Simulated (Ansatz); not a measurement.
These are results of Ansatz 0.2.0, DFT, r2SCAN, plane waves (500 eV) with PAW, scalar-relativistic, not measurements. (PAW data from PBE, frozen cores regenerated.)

An element in the fcc structure gives this curve. The cell is scaled uniformly from the relaxed one, with fractional coordinates and shape fixed. Energies are extrapolated to zero smearing, pressures are those at the given smearing. Magnetic state: spin not included.

| V (Å³/atom) | E − E₀ (meV/atom) | P (GPa) |
| --- | --- | --- |
| 67.381 | 14.9 | 0.58 |
| 70.443 | 6.3 | 0.35 |
| 73.506 | 1.5 | 0.17 |
| 76.569 | 0.0 | 0.02 |
| 79.632 | 1.1 | -0.11 |
| 82.694 | 4.4 | -0.21 |
| 85.757 | 9.6 | -0.30 |

Task: Which element is it?
A. potassium
B. barium
C. ytterbium
D. sodium

Result: A. Its fit is V₀ = 76.72 Å³/atom, B₀ = 3.4 GPa, B₀′ = 3.7.
